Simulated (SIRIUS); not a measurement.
A self-consistent single point of HfSi (Pnma, 8 atoms in the cell; from Materials Project mp-1042, changed as shown) with SIRIUS.

All values come from this method and carry its errors: PBEsol, GBRV PBEsol ultrasoft pseudopotentials (plane waves; SIRIUS).

The change in words: volume scaled by 0.94. Reference geometry (Pnma):
```
CELL_PARAMETERS angstrom
      6.95710     0.00000     0.00000
      0.00000     3.82023     0.00000
      0.00000     0.00000     5.29553
ATOMIC_POSITIONS crystal
  Hf 0.67514 0.25000 0.37439
  Hf 0.32486 0.75000 0.62561
  Hf 0.82486 0.75000 0.87439
  Hf 0.17514 0.25000 0.12561
  Si 0.54312 0.25000 0.86087
  Si 0.45688 0.75000 0.13913
  Si 0.95688 0.75000 0.36087
  Si 0.04312 0.25000 0.63913
```

Reference input (self-consistent single point, DFT, PBEsol, plane waves, GBRV PBEsol ultrasoft pseudopotentials): parameters.ngridk = 4 4 4; parameters.xc_functionals = [XC_GGA_X_PBE_SOL, XC_GGA_C_PBE_SOL]; parameters.gk_cutoff = 6.325 1/bohr; parameters.pw_cutoff = 14.143 1/bohr; parameters.smearing = cold; parameters.smearing_width = 0.00999582 Ha; potentials = GBRV PBEsol ultrasoft pseudopotentials; parameters.electronic_structure_method = pseudopotential; parameters.num_bands = 38; parameters.num_mag_dims = 0; parameters.num_dft_iter = 100; parameters.energy_tol = 1e-07 Ha. This run's input differs from it in these lines:

```diff
@@ -32,5 +32,5 @@
     "lattice_vectors": [
-      [13.1470155114, 0.0, 0.0],
-      [0.0, 7.2191922125, 0.0],
-      [0.0, 0.0, 10.0071089436]
+      [12.8786328277, 0.0, 0.0],
+      [0.0, 7.071820031, 0.0],
+      [0.0, 0.0, 9.8028238804]
     ],
```

The program printed (abridged):

```
[find] density tolerance         : 1e-06
[find] total energy tolerance    : 1e-07
[find] iter_solver_tol (initial) : 0.01
[find] iter_solver_tol (target)  : 1e-13
[find] num_dft_iter              : 100
Charges and magnetic moments
--------------------------------------------------------------------------------
total charge          : 64.000000
[find] | SCF iteration   0 out of 100|
[diagonalize] iterative solver tolerance (occupied, empty): 0.01 0.01
[diagonalize] average number of iterations: 2.81481
[find_efermi_generic] Newton iteration converged after 5 steps
[find] Charges and magnetic moments
[find] total charge          : 64.000000
[find] Energy
[find] smearing (-TS)                 :       0.00075327
[find] Total energy                   :    -336.57928114 (Ha),    -673.15856227 (Ry)
[find] Free energy (E-TS)             :    -336.57852786 (Ha),    -673.15705572 (Ry)
[find] band gap (eV)                  :       0.00000000
[find] Efermi                         :       0.57032121
[find] iteration : 0, RMS (target) : 2.2344e+00 (1.0000e-06) , energy difference (target) : -3.3658e+02 (1.0000e-07)
[find] bands are converged : true
[find] iterative solver converged : false
[find] | SCF iteration   1 out of 100|
[diagonalize] iterative solver tolerance (occupied, empty): 0.005 0.005
   [... lines left out ...]
[find] Charges and magnetic moments
[find] Free energy (E-TS)             :    -336.25027887 (Ha),    -672.50055774 (Ry)
[find] band gap (eV)                  :       0.00000000
[find] Efermi                         :       0.56177814
[find] Charges and magnetic moments
[find] Free energy (E-TS)             :    -336.44381768 (Ha),    -672.88763536 (Ry)
[find] band gap (eV)                  :       0.03412923
[find] Efermi                         :       0.53640141
[find] Charges and magnetic moments
[find] Free energy (E-TS)             :    -336.45200128 (Ha),    -672.90400256 (Ry)
   [... lines left out ...]
[ground_state] atom:    3, force:       0.0001986     -0.0000000     -0.0002152
[ground_state] atom:    4, force:       0.0005206     -0.0000000     -0.0017515
[ground_state] atom:    5, force:      -0.0005206      0.0000000      0.0017515
[ground_state] atom:    6, force:      -0.0005206      0.0000000     -0.0017515
[ground_state] atom:    7, force:       0.0005206     -0.0000000      0.0017515
```

The run converged in 19 iterations. SIRIUS prints the stress tensor with tension positive. Against the reference run the free energy falls by 19.5 meV/atom, the pressure goes from -7.86 to 1.33 GPa and the largest force goes from 0.126 to 0.094 eV/Å.

The structure comes from a collection of computed structures, made at another level of theory; the collection holds predicted forms beside known ones. Its lattice was then scaled. No clean gap shows at this smearing width and mesh (spacing up to 0.42 Å⁻¹); the mesh is coarse for partly filled bands, so the values carry mesh errors.

Cost on one core: very roughly 100 core-seconds.
